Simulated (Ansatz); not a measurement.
A geometry of TiC away from equilibrium: step 2 of the relaxation of a relaxed TiC cell displaced along its unstable phonon at q = (½, 0, 0) of its primitive reciprocal cell (62i cm⁻¹), largest move 0.15 Å. Level of theory: r2SCAN (plane waves to 500 eV, PAW, scalar-relativistic; Ansatz, a program for electronic structure). Γ-centred k-mesh 4×8×12 on the run's cell (coarser than for final values), Fermi–Dirac smearing 0.05 eV.

```xyz
8
Lattice="8.0162 0.0000 0.0094 0.0000 4.0031 0.0000 0.0032 0.0000 2.6940" Properties=species:S:1:pos:R:3:forces:R:3 pbc="T T T" free_energy=-11024.520 pressure_GPa=-0.1
Ti     0.0037     0.0000     0.1780    0.0193    0.0000    0.1809
Ti     3.9994     0.0000    -0.1655    0.0206    0.0000   -0.1364
Ti     2.0338     2.0015     0.0407   -0.0181    0.0000    0.0164
Ti     5.9874     2.0015    -0.0358   -0.0253    0.0000   -0.0420
C      0.0182     2.0015     2.0632   -0.0194    0.0000    0.0383
C      4.0012     2.0015     1.8871   -0.0120    0.0000    0.0171
C      2.0552     0.0000     0.7432    0.0195    0.0000   -0.0325
C      5.9560     0.0000     0.7054    0.0155    0.0000   -0.0417
```

Positions in Å, forces in eV/Å, free energy of the cell in eV (comparable only within this code, potentials and settings). Largest force: 0.18 eV/Å, on Ti1 (atoms numbered as listed); the geometry lies 0.94 eV/atom above the end of its relaxation.

No spin polarisation in the result.

The run could not lose the symmetry of its start.

Of the parent cell (P4/nmm (No. 129)): it is a generated cell of TiC: the first start was made by placing the elements on the sites of a structure type, and the end was not matched to a known phase here, so it may be hypothetical. Known forms of TiC include space group No. 225.
